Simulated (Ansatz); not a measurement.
Single points with r2SCAN in Ansatz 0.2.0, PAW, spin-restricted, at the geometries given.

**Question.** Rank them by pressure, from most stretched to most compressed.
A.
CaHI (500 eV, 6×6×4 mesh on the cell that ran, as a rule the primitive one, fermi-dirac 0.0206 eV)
```
I Ca H
1.0
     4.56651    0.00000    0.00000
     0.00000    4.56651    0.00000
     0.00000    0.00000    7.50628
I Ca H
2 2 2
Direct
  0.25000 0.25000 0.65780
  0.75000 0.75000 0.34220
  0.25000 0.25000 0.17670
  0.75000 0.75000 0.82330
  0.75000 0.25000 0.00000
  0.25000 0.75000 0.00000
```
B.
Al3AsPd2 (500 eV, 7×7×8 mesh on the cell that ran, as a rule the primitive one, fermi-dirac 0.1 eV)
```
Al As Pd
1.0
     5.27891    0.00000    0.00000
    -2.63945    4.57167    0.00000
     0.00000    0.00000    4.07907
Al As Pd
3 1 2
Direct
  0.50000 0.00000 0.50000
  0.50000 0.50000 0.50000
  0.00000 0.50000 0.50000
  0.00000 0.00000 0.00000
  0.33330 0.66670 0.00000
  0.66660 0.33330 0.00000
```
C.
NbCd3 (500 eV, 6×6×6 mesh on the cell that ran, as a rule the primitive one, methfessel-paxton 0.1932 eV)
Space group Pm-3m (No. 221). a = 4.251 Å, b = 4.251 Å, c = 4.251 Å, α = 90.00°, β = 90.00°, γ = 90.00°
```tsv
atom	site	symmetry	x	y	z
Cd	3c	4/mm.m	0.0000	0.5000	0.5000
Nb	1a	m-3m	0.0000	0.0000	0.0000
```

**Answer.** A (-4.4 GPa), C (1.6 GPa), B (4.8 GPa).

Origins: NbCd3, a database entry at a rescaled volume; Al3AsPd2, a known structure type with other elements, at an estimated volume; CaHI, a known structure type with other elements, at an estimated volume. Caveats for one or more cells: wide smearing.
